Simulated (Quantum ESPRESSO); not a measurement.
# Nb4Sc2PdAl: input and log of a self-consistent run

A calculation, not a measurement. The program is pw.x of Quantum ESPRESSO 7.5 (plane-wave density functional theory). The cell is made up: eight metal atoms on a hexagonal close-packed lattice, with elements, volume, strain and displacements drawn at random and not relaxed, so it may be unstable or far from any real phase. PseudoDojo standard norm-conserving files set the functional (PBE unless stated); there is no spin polarisation or spin-orbit coupling, the Fermi-Dirac width of 0.25 eV means electrons at about 2900 K, and the masses in the input are unused placeholders. A spin test at this wide smearing found no moment, but such smearing suppresses magnetism that the real alloy may have.

Input:

```
&control calculation='scf', pseudo_dir='./dojo.nc.sr.pbe.v0_5.standard.upf', outdir='./o', disk_io='medium', tprnfor=.true., tstress=.true. /
&system ibrav=0, nat=8, ntyp=4, nbnd=65, ecutwfc=82.02448710, nosym=.true., tot_charge=0,
 occupations='smearing', smearing='fd', degauss=0.0183746611
/
&electrons conv_thr=1.470e-08, electron_maxstep=70, mixing_beta=0.5 /
ATOMIC_SPECIES
Al 1.0 Al.upf
Nb 1.0 Nb.upf
Pd 1.0 Pd.upf
Sc 1.0 Sc.upf
CELL_PARAMETERS angstrom
-2.8957 -0.0108 0.0278
0.0188 5.0176 0.0224
1.5302 -2.5462 -9.4953
ATOMIC_POSITIONS angstrom
Nb 0.0178 0.0353 -0.097
Sc 0.0408 1.5725 -2.3731
Nb 0.1019 -0.0886 -4.7951
Nb 0.11 1.6698 -6.9371
Pd -1.3614 2.5237 0.0641
Al -1.3603 4.1294 -2.2844
Nb -1.5725 2.5424 -4.6568
Sc -1.484 -0.9278 -7.0729
K_POINTS automatic
8 5 3 1 1 1
```

The log is shortened where brackets say so; the opening notice, blank lines, dates and the lines on written files are dropped, and the path of the files is cut. It prints rydbergs, bohrs and kilobars, and counts compression as positive stress. Its total energy is the free energy E - TS of the whole cell.

```
     Program PWSCF v.7.5
     Parallel version (MPI & OpenMP), running on       1 processor cores
     Number of MPI processes:                 1
     Threads/MPI process:                     1
     [start-up lines left out]
     bravais-lattice index     =            0
     lattice parameter (alat)  =       5.4724  a.u.
     unit-cell volume          =     928.4318 (a.u.)^3
     number of atoms/cell      =            8
     number of atomic types    =            4
     number of electrons       =        95.00
     number of Kohn-Sham states=           65
     kinetic-energy cutoff     =      82.0245  Ry
     charge density cutoff     =     328.0979  Ry
     scf convergence threshold =      1.5E-08
     mixing beta               =       0.5000
     number of iterations used =            8  plain     mixing
     Exchange-correlation= PBE
                           (   1   4   3   4   0   0   0)
     [axes and pseudopotential details left out]
   Cartesian axes
     site n.     atom                  positions (alat units)
         1        Nb     tau(   1) = (   0.0061467   0.0121898  -0.0334962  )
         2        Sc     tau(   2) = (   0.0140891   0.5430178  -0.8194820  )
         3        Nb     tau(   3) = (   0.0351882  -0.0305955  -1.6558503  )
         4        Nb     tau(   4) = (   0.0379853   0.5766176  -2.3955286  )
         5        Pd     tau(   5) = (  -0.4701205   0.8714874   0.0221351  )
         6        Al     tau(   6) = (  -0.4697406   1.4259699  -0.7888520  )
         7        Nb     tau(   7) = (  -0.5430178   0.8779449  -1.6080924  )
         8        Sc     tau(   8) = (  -0.5124568  -0.3203891  -2.4424232  )
     number of k points=    60  Fermi-Dirac smearing, width (Ry)=  0.0184
                       cart. coord. in units 2pi/alat
        k(    1) = (  -0.0634570   0.0582940  -0.0766877), wk =   0.0333333
        k(    2) = (  -0.0614962   0.0573765   0.1271927), wk =   0.0333333
     [further k points left out]
     Dense  grid:    93191 G-vectors     FFT dimensions: (  32,  60, 120)
     Estimated max dynamical RAM per process >     153.18 MB
     Initial potential from superposition of free atoms
     starting charge      94.9828, renormalised to      95.0000
     Starting wfcs are   73 randomized atomic wfcs
     total cpu time spent up to now is       37.6 secs
     per-process dynamical memory:    91.2 Mb
     Self-consistent Calculation
     iteration #  1     ecut=    82.02 Ry     beta= 0.50
     Davidson diagonalization with overlap
     ethr =  1.00E-02,  avg # of iterations =  2.4
     total cpu time spent up to now is      119.6 secs
     total energy              =    -952.43933198 Ry
     estimated scf accuracy    <      22.13510060 Ry
     iteration #  2     ecut=    82.02 Ry     beta= 0.50
     Davidson diagonalization with overlap
     ethr =  1.00E-02,  avg # of iterations =  5.9
     total cpu time spent up to now is      243.3 secs
     total energy              =    -952.46620025 Ry
     estimated scf accuracy    <     290.98601729 Ry
     iteration #  3     ecut=    82.02 Ry     beta= 0.50
     Davidson diagonalization with overlap
     ethr =  1.00E-02,  avg # of iterations =  6.2
     total cpu time spent up to now is      384.5 secs
     total energy              =    -966.27690005 Ry
     estimated scf accuracy    <      22.69253015 Ry
     iteration #  4     ecut=    82.02 Ry     beta= 0.50
     Davidson diagonalization with overlap
     ethr =  1.00E-02,  avg # of iterations =  2.0
     total cpu time spent up to now is      464.9 secs
     total energy              =    -968.00707154 Ry
     estimated scf accuracy    <      16.72122571 Ry
     iteration #  5     ecut=    82.02 Ry     beta= 0.50
     Davidson diagonalization with overlap
     ethr =  1.00E-02,  avg # of iterations =  1.0
     total cpu time spent up to now is      530.0 secs
     total energy              =    -967.92773138 Ry
     estimated scf accuracy    <       9.72985849 Ry
     [iterations 6 to 15 left out]
     iteration # 16     ecut=    82.02 Ry     beta= 0.50
     Davidson diagonalization with overlap
     ethr =  6.22E-08,  avg # of iterations =  1.8
     total cpu time spent up to now is     1467.2 secs
     total energy              =    -967.49559893 Ry
     estimated scf accuracy    <       0.00001170 Ry
     iteration # 17     ecut=    82.02 Ry     beta= 0.50
     Davidson diagonalization with overlap
     ethr =  1.23E-08,  avg # of iterations =  1.9
     total cpu time spent up to now is     1545.9 secs
     total energy              =    -967.49559995 Ry
     estimated scf accuracy    <       0.00000207 Ry
     iteration # 18     ecut=    82.02 Ry     beta= 0.50
     Davidson diagonalization with overlap
     ethr =  2.18E-09,  avg # of iterations =  3.0
     total cpu time spent up to now is     1628.5 secs
     total energy              =    -967.49560015 Ry
     estimated scf accuracy    <       0.00000035 Ry
     iteration # 19     ecut=    82.02 Ry     beta= 0.50
     Davidson diagonalization with overlap
     ethr =  3.72E-10,  avg # of iterations =  4.9
     total cpu time spent up to now is     1721.9 secs
     total energy              =    -967.49560020 Ry
     estimated scf accuracy    <       0.00000004 Ry
     iteration # 20     ecut=    82.02 Ry     beta= 0.50
     Davidson diagonalization with overlap
     ethr =  3.99E-11,  avg # of iterations =  3.9
     total cpu time spent up to now is     1817.2 secs
     End of self-consistent calculation
     [lines on levels left out]
!    total energy              =    -967.49560020 Ry
     estimated scf accuracy    <          5.2E-09 Ry
     smearing contrib. (-TS)   =      -0.12259206 Ry
     internal energy E=F+TS    =    -967.37300814 Ry
     The total energy is F=E-TS. E is the sum of the following terms:
     one-electron contribution =    -302.33371936 Ry
     hartree contribution      =     199.53152325 Ry
     xc contribution           =    -181.99853522 Ry
     ewald contribution        =    -682.57227681 Ry
     convergence has been achieved in  20 iterations
     Forces acting on atoms (cartesian axes, Ry/au):
     atom    1 type  2   force =     0.01005308   -0.02781617    0.03116545
     atom    2 type  4   force =    -0.00468015    0.02936198    0.03372008
     atom    3 type  2   force =    -0.01637154    0.03088956    0.05705389
     atom    4 type  2   force =    -0.01306881   -0.02040439   -0.05626917
     atom    5 type  3   force =    -0.00939155    0.00939435   -0.01172331
     atom    6 type  1   force =    -0.00527137   -0.01835479   -0.00932575
     atom    7 type  2   force =     0.01482131   -0.02762906    0.02596624
     atom    8 type  4   force =     0.02390903    0.02455852   -0.07058743
     Total force =     0.143799     Total SCF correction =     0.000257
     Computing stress (Cartesian axis) and pressure
          total   stress  (Ry/bohr**3)                   (kbar)     P=      128.58
   0.00072209  -0.00002055  -0.00007913          106.22       -3.02      -11.64
  -0.00002055   0.00103556   0.00005285           -3.02      152.34        7.77
  -0.00007913   0.00005285   0.00086447          -11.64        7.77      127.17
     init_run     :     35.50s CPU     37.52s WALL (       1 calls)
     electrons    :   1692.33s CPU   1779.59s WALL (       1 calls)
     forces       :     11.59s CPU     11.80s WALL (       1 calls)
     stress       :     43.12s CPU     43.40s WALL (       1 calls)
     [timing details left out]
     PWSCF        :  29m43.01s CPU  31m13.28s WALL
     JOB DONE.
```

In other units: free energy -13163.448 eV for the cell, pressure 12.86 GPa, largest force component 1.815 eV/Å in size. The run took 1875 s of wall time with one process on a shared machine (AMD EPYC, Zen 5, virtual cores), so the time is rough. A rerun of this cell at a higher cutoff and on a denser mesh moved values by no more than 0.003 eV in energy, 0.03 GPa in stress and 0.008 eV/Å in force, and a second program with other atomic files agreed on that cell to 2 % rms in force and 0.5 GPa in pressure.